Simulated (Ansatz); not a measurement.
A scan (energy against volume; even scaling of the relaxed cell, symmetry kept) gave these values. Level of theory: PBE (plane waves to 420 eV, PAW, scalar-relativistic; Ansatz, a first-principles code).

The bulk modulus at fixed cell shape B₀ (third-order Birch-Murnaghan fit) comes out as 184 GPa. The pressure derivative B₀′ (fit) is 4.8. The equilibrium volume of the fit comes out as 11.40 Å³/atom.

**Question.** Of these crystals, all scanned alike, which one is it?
A. SiO₂ (rutile)
B. ZnS (wurtzite)
C. TiAl (CuAu type, space group P4/mmm)
D. HfO₂ (tetragonal-ZrO2 type, space group P4_2/nmc)

**Answer.** D, HfO₂ (tetragonal-ZrO2 type, space group P4_2/nmc). The others have, for the bulk modulus at fixed cell shape: TiAl 113 GPa, ZnS 69.2 GPa, SiO2 277 GPa

All were relaxed with their symmetry unable to fall. HfO2 is run without spin polarisation. Spin-orbit coupling is left out. The PAW data are Ansatz's earlier set. This is a high-temperature form of HfO2. TiAl is run without spin polarisation. With the shape held, the modulus is that of even scaling; a crystal free to change shape is softer.

(A scan under strain: stresses follow from slopes of the energy per volume, elastic moduli from its curvatures.)
